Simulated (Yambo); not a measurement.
G0W0@LDA for AlP (zinc blende, space group F-43m, No. 216) in Yambo. Reference settings: 4×4×4 Γ-centred k mesh, 148 bands and a 14 Ry block in the screening, 148 bands in G with the Bruneval-Gonze terminator, plasmon pole fitted at 27.2 eV. The LDA gap Γ → X on this mesh is 1.42 eV; G0W0 gaps are taken between the same points.

The settings were changed. The gap went from 2.46 eV to 2.24 eV, and the shift of the valence edge from -0.93 eV to -0.24 eV.

Q: Name the change that produced these shifts.
(A) 23 bands in W, 23 bands in G, no terminator
(B) 2×2×2 mesh
(C) 23 bands in W, 23 bands in G, 5 Ry block
(D) 23 bands in W, 23 bands in G, 2 Ry block

A: A, 23 bands in W, 23 bands in G, no terminator. The others gave (gap, valence shift): 2×2×2 mesh: 2.53, -0.93 eV; 23 bands in W, 23 bands in G, 2 Ry block: 2.10, -0.27 eV; 23 bands in W, 23 bands in G, 5 Ry block: 2.29, -0.45 eV.

Geometry relaxed with LDA; primitive cell a = 3.8377 Å, b = 3.8377 Å, c = 3.8377 Å, α = 60.00°, β = 60.00°, γ = 60.00°.

A shift is the quasiparticle energy of the state minus its LDA energy.
